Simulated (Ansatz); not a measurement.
# Stress against strain in BiTe

```
CELL_PARAMETERS angstrom
0.00000 3.23500 3.23500
3.23500 0.00000 3.23500
3.23500 3.23500 0.00000
ATOMIC_POSITIONS crystal
Bi 0.00000 0.00000 0.00000
Te 0.50000 0.50000 0.50000
```

Atoms are numbered in the order listed.

Conventional cell: a = 6.470 Å, b = 6.470 Å, c = 6.470 Å, α = 90.00°, β = 90.00°, γ = 90.00°. Bi (atom 1) is surrounded by 6 Te at 3.23 Å. Te (atom 2) is surrounded by 6 Bi at 3.23 Å.

The cell comes from COD entry 9008604, which wasn't checked; take it as a given geometry.

No spin–orbit coupling, which matters for the heavy atoms here.

Computed with DFT, LDA, all-electron LAPW, scalar-relativistic in Ansatz 0.2.0.

The runs use a Γ-centred 10×10×10 k mesh, Fermi–Dirac smearing of 0.08 eV, basis error target 0.5 meV/atom, no spin polarisation.

The strain is applied along the Cartesian axes of the cell as listed (the other components stay zero). Fractional coordinates are held (clamped ions).

σ is the change of stress from the unstrained cell, which is at -2.77 GPa; tension is positive, so slopes are stress–strain coefficients at that pressure. In a metal the k mesh adds noise.

Only quantities that a quadratic follows smoothly over the whole series are listed; rougher ones are left out.

```
εxx = εyy  σzz (GPa)  σxx (GPa)
  -0.0200      -0.93      -2.53
   0.0000       0.00       0.00
   0.0100       0.41       1.03
   0.0200       0.75       1.95
```

(1) Fit the series and read off the stiffness at zero strain.

(2) One run, at εxx = εyy = -0.0100, is withheld. Predict its row.

## Answers

(1) Least-squares fits y = p0 + p1 x + p2 x² to the rows give σzz (GPa): p1 = 42.1, p2 = -240; σxx (GPa): p1 = 112, p2 = -710. So 2 C12 = 42 GPa and C11 + C12 = 112 GPa.

(2) The fits give -0.44, -1.20; the run gave -0.46, -1.17.
